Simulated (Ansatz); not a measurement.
This cell of InP (zinc blende) is off equilibrium:

```
InP
1.0
    0.00000     2.95351     2.95351
    2.95351     0.00000     2.95351
    2.95351     2.95351     0.00000
P In
1 1
Direct
  0.71389   0.71389   0.78611
  0.00000   0.00000   0.00000
```

All values below come from r2SCAN (plane waves to 500 eV, PAW, scalar-relativistic; Ansatz, an electronic-structure program). k mesh 8×8×8 (Γ-centred), Fermi-Dirac smearing 0.05 eV. E stands for the smeared free energy. Compression counts positive. InP was relaxed with its symmetry unable to fall.

### Question
Predict the force on every atom, in eV/Å.

### Answer
```csv
atom,Fx,Fy,Fz
P1,0.000,0.000,1.619
In2,0.000,0.000,-1.619
```

### Question
Give the stress tensor in GPa and the pressure.

### Answer
```
    1.6     -5.1      0.0
   -5.1      1.6      0.0
    0.0      0.0      0.1
```
The pressure, a third of the trace, is 1.1 GPa.

### Question
In it atom 1 sits (0.000, 0.000, -0.213) Å away from its relaxed site. What is its energy relative to the relaxed cell?

### Answer
176 meV/cell.

(A displaced cell: forces are minus the slopes of the energy, force constants its curvatures, and phonons follow from these.)
